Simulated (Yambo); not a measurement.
A G0W0@PBEsol run in Yambo for CdI₂ (CdI2 type, space group P-3m1, No. 164) (3×3×2 Γ-centred k mesh, bands 9 to 244 and a 6 Ry block in the screening, 244 bands in G with the Bruneval-Gonze terminator, plasmon pole fitted at 27.2 eV) gives these matrix elements, in eV, at the band edges (A → Γ):

```csv
state,E0,<Vxc>,<Σx>,<Σc(E0)>,Z
valence edge,0.000,-12.340,-14.916,1.695,0.798
conduction edge,1.990,-10.594,-6.515,-3.388,0.818
```

Solve the linearised quasiparticle equation for both states, give the gap, and say how exchange and correlation each act on it.

E = E0 + Z(Σx + Σc − Vxc). Valence: 0.000 + 0.798 × (-14.916 + (1.695) − (-12.340)) = -0.70 eV. Conduction: 1.990 + 0.818 × (-6.515 + (-3.388) − (-10.594)) = 2.56 eV. The gap is 3.26 eV, against 1.99 eV in PBEsol. Replacing Vxc by bare exchange alone would open it by 6.66 eV; correlation takes back 5.08 eV of that, and Z scales what is left. Nearest settings tried, and what they do to the gap: 96 bands in W, 96 bands in G: +118 meV; 5 Ry block (147 vectors against 197): -18 meV. Not varied: mesh. So the settings aren't converged at that level. The k mesh is coarse. The mesh misses a band edge: along a dense path the PBEsol gap is 1.93 eV against 1.99 eV on the mesh. 

Spin-orbit coupling is included.

Geometry relaxed with PBE+D3(BJ); primitive cell a = 4.242 Å, b = 4.242 Å, c = 6.817 Å, α = 90.00°, β = 90.00°, γ = 120.00°.
